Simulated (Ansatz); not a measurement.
# Profile along the Ni–Si line in NiSi2 (fluorite type, space group Fm-3m)

NiSi₂ (fluorite type, space group Fm-3m)

```cif
data_Ni4Si8
_chemical_formula_sum 'Ni4 Si8'
_space_group_name_H-M_alt 'Fm-3m'
_space_group_IT_number 225
_space_group_name_Hall '-F 4 2 3'
_cell_length_a 5.38990
_cell_length_b 5.38990
_cell_length_c 5.38990
_cell_angle_alpha 90.000
_cell_angle_beta 90.000
_cell_angle_gamma 90.000
loop_
_atom_site_label
_atom_site_type_symbol
_atom_site_symmetry_multiplicity
_atom_site_Wyckoff_symbol
_atom_site_fract_x
_atom_site_fract_y
_atom_site_fract_z
_atom_site_occupancy
Ni1 Ni 4 a 0.00000 0.00000 0.00000 1
Si1 Si 8 c 0.25000 0.25000 0.25000 1
```
(The calculation used a cell of 3 atoms; values per cell refer to that cell.)

Fields along a shortest Ni–Si line of a {110} plane (2.33 Å), from Ni to Si, interpolated on the slice's grid (step about 0.3 Å). All values below come from PBEsol (plane waves to 420 eV, PAW, scalar-relativistic; Ansatz, a program for electronic structure). k mesh 15×15×15. Inside the PAW spheres the values are not all-electron values, and peaks at nuclei hang on which shells count as valence. NiSi2 is run without spin polarisation. NiSi2 was relaxed with its symmetry unable to fall.

| distance from Ni (Å) | valence electron density (e/Å³) | electron localisation function |
|---|---|---|
| 0.00 | 60.52 | x |
| 0.23 | 36.28 | x |
| 0.47 | 9.76 | x |
| 0.70 | 1.96 | 0.24 |
| 0.93 | 0.64 | 0.24 |
| 1.17 | 0.48 | 0.52 |
| 1.40 | 0.49 | 0.75 |
| 1.63 | 0.45 | 0.69 |
| 1.86 | 0.28 | x |
| 2.10 | 0.10 | x |
| 2.33 | 0.04 | x |

x: too close to a nucleus for the ELF to mean much.

Density on the Ni–Si line (2.33 Å) at its midpoint: 0.48 e/Å³. ELF at that point: 0.5. ELF maximum in the middle third of the Ni–Si line: 0.75, 1.5 Å from Ni.
